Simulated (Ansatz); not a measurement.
Zn3P4W in space group Pmn2_1 (No. 31; Pearson symbol oP16), the program Ansatz at the r²SCAN level (PAW), all energies at zero smearing, with the estimated change up to a 700 eV cutoff added, with one set of potentials and settings (totals compare only within such a set). Cell of 16 atoms (6 Zn, 2 W, 8 P): -46823.961 eV.

| element | reference phase | E (eV/atom) |
|---|---|---|
| Zn | P6_3/mmc, 2 atoms in the cell | -3325.6729 |
| W | Im-3m, 1 atoms in the cell | -10397.2967 |
| P | Cmce, 4 atoms in the cell | -759.1646 |

Formation energy per atom, worked out: (-46823.961 − 6×(-3325.6729) − 2×(-10397.2967) − 8×(-759.1646))/16 = -0.126 eV/atom (-12 kJ per mol of atoms), at 0 K, without zero-point energy or fitted corrections.

The start of the workflow was typed in or built on a structure type; neither database checked (COD, Materials Project) lists it. Its standing as an ambient phase is unchecked. The cell was relaxed with r²SCAN under the symmetry of its start; its stability against distortions is not shown here. The run is not spin-polarised. The references are the lowest solids computed at this level, not always the standard phases. Scalar-relativistic: spin–orbit coupling is off unless named, which matters more the heavier the elements.

Potentials: the later of the program's two PAW sets.
